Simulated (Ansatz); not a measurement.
Cu Kα1 powder pattern (kinematic, no thermal factors).
2θ (°) (relative intensity): 19.89 (3), 28.28 (100), 34.81 (2), 40.42 (77), 50.06 (28), 54.38 (1), 58.49 (13), 66.21 (36), 73.50 (27), 87.40 (9)

The pattern is computed from a structure relaxed with Ansatz 0.2.0, DFT PBE, scalar-relativistic, plane waves, PAW, and for the lanthanide a 4f-in-core norm-conserving potential. No spin polarisation. Its elements are Au, Nd.

**Question.** Give the structure.

**Answer.** Nd3Au.
Space group Im-3m (No. 229). a = 6.307 Å, b = 6.307 Å, c = 6.307 Å, α = 90.00°, β = 90.00°, γ = 90.00°
```tsv
atom	site	symmetry	x	y	z
Nd	6b	4/mm.m	0.5000	0.0000	0.0000
Au	2a	m-3m	0.0000	0.0000	0.0000
```

A pattern alone doesn't exclude other cells with like lines; this is the one computed.

Another cell of Nd3Au relaxed alike, in P-6m2, lies 0.40 eV/atom lower, so this cell isn't the stable form at this level.

It was reached by relaxing an invented guess, and it needn't be the stable form of this composition.

The lanthanide is trivalent by construction, without f bands, f moments or other valences.
